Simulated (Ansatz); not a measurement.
ScPd$_{3}$C (anti-perovskite, space group No. 221) at seven volumes, DFT-r²SCAN in the program Ansatz with PAW potentials, scaled uniformly. One row is withheld.

```tsv
V (Å³/atom)	P (GPa)
13.310	20.98
13.749	?
14.187	5.83
14.626	0.01
15.065	-4.89
15.504	-9.00
15.943	-12.44
```

Fit the shown pressures and predict the withheld one.

Third-order Birch–Murnaghan: P = (3/2)B₀(x^(7/2) − x^(5/2))[1 + (3/4)(B′ − 4)(x − 1)] with x = (V₀/V)^(2/3). Least squares on the six rows gives V₀ = 14.627 Å³/atom, B₀ = 177.4 GPa, B′ = 4.78. At V = 13.749, x = 1.0421 and P = 12.74 GPa. The run itself gave 12.75 GPa.

Space group Pm-3m (anti-perovskite). The start of the workflow was typed in or built on a structure type; neither database checked (COD, Materials Project) lists it. Whether it is the stable phase at ambient conditions was not checked. The cell was relaxed with r²SCAN under the symmetry of its start; whether a distortion lowers the energy is not shown. No spin polarisation was allowed.

Potentials: the earlier of the program's two PAW sets.
